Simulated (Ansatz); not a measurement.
N:
```
CELL_PARAMETERS angstrom
      4.20336     0.00000     0.00000
      0.00000     4.20336     0.00000
      0.00000     0.00000     5.39357
ATOMIC_POSITIONS crystal
  N  0.90806 0.90806 0.00000
  N  0.09194 0.09194 0.00000
  N  0.59194 0.40806 0.50000
  N  0.40806 0.59194 0.50000
```

Relaxed with r²SCAN.

Which orbitals make up the states near the band edges in r²SCAN in the plane-wave PAW code Ansatz?

Top 1 eV of the valence band: N 2p 66 %, N 2s 31 %. Bottom 1 eV of the conduction band: N 2p 96 %. Projections are on Löwdin-orthogonalised atomic valence shells; empty p or d shells of many metals are not among them.

Tabulate the density of states.

States/eV per cell of 4 atoms, in 0.25 eV bins, energy from the valence-band maximum.

| E (eV) | total | N 2p | N 2s |
|---|---|---|---|
| -4.05 | 0.00 | 0.00 | 0.00 |
| -3.80 | 13.23 | 5.70 | 7.51 |
| -3.55 | 2.77 | 1.16 | 1.61 |
| -3.30 | 0.00 | 0.00 | 0.00 |
| -3.05 | 0.00 | 0.00 | 0.00 |
| -2.80 | 0.00 | 0.00 | 0.00 |
| -2.55 | 0.00 | 0.00 | 0.00 |
| -2.30 | 0.00 | 0.00 | 0.00 |
| -2.05 | 0.00 | 0.00 | 0.00 |
| -1.80 | 3.36 | 3.26 | 0.02 |
| -1.55 | 17.76 | 17.30 | 0.12 |
| -1.30 | 10.88 | 10.73 | 0.01 |
| -1.05 | 0.00 | 0.00 | 0.00 |
| -0.80 | 0.11 | 0.08 | 0.03 |
| -0.55 | 1.13 | 0.76 | 0.33 |
| -0.30 | 5.98 | 3.93 | 1.83 |
| -0.05 | 8.78 | 5.74 | 2.75 |
| 0.20 | 0.00 | 0.00 | 0.00 |
| 0.45 | 0.00 | 0.00 | 0.00 |
| 0.70 | 0.00 | 0.00 | 0.00 |
| 0.95 | 0.00 | 0.00 | 0.00 |
| 1.20 | 0.00 | 0.00 | 0.00 |
| 1.45 | 0.00 | 0.00 | 0.00 |
| 1.70 | 0.00 | 0.00 | 0.00 |
| 1.95 | 0.00 | 0.00 | 0.00 |
| 2.20 | 0.00 | 0.00 | 0.00 |
| 2.45 | 0.00 | 0.00 | 0.00 |
| 2.70 | 0.00 | 0.00 | 0.00 |
| 2.95 | 0.00 | 0.00 | 0.00 |
| 3.20 | 0.00 | 0.00 | 0.00 |
| 3.45 | 0.00 | 0.00 | 0.00 |
| 3.70 | 0.00 | 0.00 | 0.00 |
| 3.95 | 0.00 | 0.00 | 0.00 |
| 4.20 | 0.00 | 0.00 | 0.00 |
| 4.45 | 0.00 | 0.00 | 0.00 |
| 4.70 | 0.00 | 0.00 | 0.00 |
| 4.95 | 0.00 | 0.00 | 0.00 |
| 5.20 | 0.00 | 0.00 | 0.00 |
| 5.45 | 0.00 | 0.00 | 0.00 |
| 5.70 | 0.00 | 0.00 | 0.00 |
| 5.95 | 0.00 | 0.00 | 0.00 |
| 6.20 | 0.00 | 0.00 | 0.00 |
| 6.45 | 0.00 | 0.00 | 0.00 |
| 6.70 | 0.00 | 0.00 | 0.00 |
| 6.95 | 0.00 | 0.00 | 0.00 |
| 7.20 | 0.00 | 0.00 | 0.00 |
| 7.45 | 0.00 | 0.00 | 0.00 |
| 7.70 | 0.00 | 0.00 | 0.00 |
| 7.95 | 0.24 | 0.23 | 0.00 |
| 8.20 | 1.00 | 0.96 | 0.00 |
| 8.45 | 3.27 | 3.13 | 0.00 |
| 8.70 | 10.38 | 9.97 | 0.01 |
| 8.95 | 9.00 | 8.77 | 0.00 |
| 9.20 | 5.98 | 5.87 | 0.00 |
| 9.45 | 2.12 | 2.09 | 0.00 |
| 9.70 | 0.00 | 0.00 | 0.00 |
| 9.95 | 0.00 | 0.00 | 0.00 |
| 10.20 | 0.00 | 0.00 | 0.00 |
| 10.45 | 0.00 | 0.00 | 0.00 |
| 10.70 | 0.00 | 0.00 | 0.00 |
| 10.95 | 0.00 | 0.00 | 0.00 |
| 11.20 | 0.00 | 0.00 | 0.00 |
| 11.45 | 0.00 | 0.00 | 0.00 |
| 11.70 | 0.00 | 0.00 | 0.00 |

Space group P4_2/mnm. The workflow started from a Materials Project entry (that database holds measured and hypothetical structures alike); the Crystallography Open Database copy checked does not list it. It is not the usual solid phase (space group No. 205). Symmetry was held in the r²SCAN relaxation; its stability against distortions is not shown here. The substance is a gas or liquid at ambient conditions. A crystal of weakly bound molecules computed without a dispersion correction: the cell and the soft elastic constants depend strongly on that.

Potentials: the later of the program's two PAW sets.
